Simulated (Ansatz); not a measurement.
**A Pb vacancy in cubic perovskite CsPbBr3, 39 atoms, charge −2**

All numbers come from Ansatz (PAW, plane waves, no spin–orbit coupling) at the single k point (¼, ¼, ¼) without its symmetry partners. The atoms were relaxed with PBEsol in a fixed cell; other functionals are single points on those atoms unless said otherwise. The valence top and gap of the host come from its small cell on a dense mesh, with the band extrema sought between the mesh points, lined up by the mean potential, PBEsol gap 1.44 eV, HSE06 gap 2.14 eV. The charge correction uses an assumed dielectric constant of 20.

Cell: a = 11.763 Å, b = 11.763 Å, c = 11.763 Å, α = 90.00°, β = 90.00°, γ = 90.00°.

Nearest atoms after relaxation, from the placed atom (for vacancies from the middle of the vacant sites): Br at 2.92 Å, Br at 2.93 Å, Br at 2.93 Å, Br at 2.93 Å, Br at 2.93 Å, Br at 2.94 Å.

Chemical potentials μ are those of reference phases of the elements at zero temperature by the same functional (the usual solids, diamond for C, grey Sn, and the molecules H2, N2, O2, F2, Cl2, Br2 and S8).

```tsv
functional	E(defect) − E(host) − Σ nμ + q·E_VBM (eV)	monopole (eV)	alignment (eV)	formation energy at E_F = VBM (eV)	moment (μB)	wall time, shared host
PBEsol	1.30	0.35	-0.42	1.23	0 (no spin)	32 s on NVIDIA H100 (relaxation)
HSE06	1.88	0.35	-0.40	1.83	0 (no spin)	55 s on NVIDIA H100
```

(1) How does the monopole term follow by hand for this cubic cell?

All elements are taken at their own reference at once; growth conditions in equilibrium with the host shift these energies, by up to the host's formation enthalpy.

The ideal cubic host may itself distort, and that gain is in these energies.

One k point and a cell of this size can leave errors of several tenths of an eV in such numbers.

## Answers

(1) q²·α·e²/(4πε₀)/(2εL) with the Madelung constant α = 2.837 and e²/4πε₀ = 14.40 eV·Å: 4 × 2.837 × 14.40 / (2 × 20 × 11.763) = 0.35 eV.
